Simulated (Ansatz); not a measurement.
Total density of states per atom from plane-wave PAW r²SCAN (Ansatz code), in 0.25 eV bins, energy from the Fermi level:

```tsv
E (eV)	states/eV/atom
-7.85	0.29
-7.60	0.23
-7.35	0.29
-7.10	0.35
-6.85	0.31
-6.60	0.21
-6.35	0.15
-6.10	0.01
-5.85	0.05
-5.60	0.14
-5.35	0.52
-5.10	0.66
-4.85	0.72
-4.60	1.05
-4.35	0.66
-4.10	0.79
-3.85	0.80
-3.60	0.68
-3.35	0.63
-3.10	0.90
-2.85	1.19
-2.60	0.70
-2.35	0.80
-2.10	0.63
-1.85	0.59
-1.60	0.58
-1.35	0.61
-1.10	0.48
-0.85	0.36
-0.60	0.31
-0.35	0.27
-0.10	0.33
0.15	0.34
0.40	0.30
0.65	0.27
0.90	0.30
1.15	0.34
1.40	0.40
1.65	0.49
1.90	0.74
2.15	1.17
2.40	2.41
2.65	3.15
```

Problem. Which of these materials gives this?
(A) LaSi3Rh, I4mm (La on 2a, Si on 2a, Si on 4b, Rh on 2a)
(B) MnSi, P2_13 (Mn on 4a, Si on 4a)
(C) YGe2Rh2, I4/mmm (Y on 2a, Ge on 4e, Rh on 4d)
(D) SiGe, wurtzite

Solution. A, LaSi3Rh, I4mm (La on 2a, Si on 2a, Si on 4b, Rh on 2a). Within 0.5 eV of the Fermi level: Si 3p 42 %, Rh 4d 18 %, La 5d 17 %, Si 3s 8 %, La 4f 7 %, outside the projected shells 6 %. Projections are on Löwdin-orthogonalised atomic valence shells; empty p or d shells of many metals are not among them.

The workflow started from a Materials Project entry (that database holds measured and hypothetical structures alike); the Crystallography Open Database copy checked does not list it. Its standing as an ambient phase is unchecked. The r²SCAN relaxation kept the symmetry of its start; whether a distortion lowers the energy is not shown. The run is not spin-polarised. Scalar-relativistic: spin–orbit coupling is off unless named, which matters more the heavier the elements.

Potentials: the later of the program's two PAW sets.
